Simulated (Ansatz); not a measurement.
**Ag: elastic constants from stress and strain**

```
CELL_PARAMETERS angstrom
0.00000 2.04310 2.04310
2.04310 0.00000 2.04310
2.04310 2.04310 0.00000
ATOMIC_POSITIONS crystal
Ag 0.00000 0.00000 0.00000
```

The cell comes from COD entry 9008459, which wasn't checked; take it as a given geometry.

Computed with DFT, LDA, all-electron LAPW, scalar-relativistic (Ansatz 0.2.0).

Sampling and basis: a Γ-centred 15×15×15 k mesh, Fermi–Dirac smearing of 0.05 eV, basis error target 1 meV/atom, no spin polarisation.

The unstrained cell is at -7.45 GPa. Large strains and very small stresses are left out. Each strain is applied once, with fractional coordinates held (clamped ions), and σ below is the change of stress, positive in tension. One finite strain gives stress–strain coefficients at this pressure with an error of the order of the strain times third-order constants, a few per cent for each per cent of strain. In a metal the k mesh adds noise of tens of per cent to soft shears.

(1) With equal xy, yz and zx engineering shear strains of +1 %, the run gives σxy = 0.20 GPa and γxy = 2εxy = 0.0100. Which stiffness follows?

(2) Estimate the stiffness probed by this change, and the stress that it gives: equal xy, yz and zx engineering shear strains of -1 %.

## Answers

(1) C44 (clamped ions) = σxy/γxy = 20 GPa.

(2) σxy = -0.19 GPa and γxy = 2εxy = -0.0100, so C44 (clamped ions) = σxy/γxy = 19 GPa.
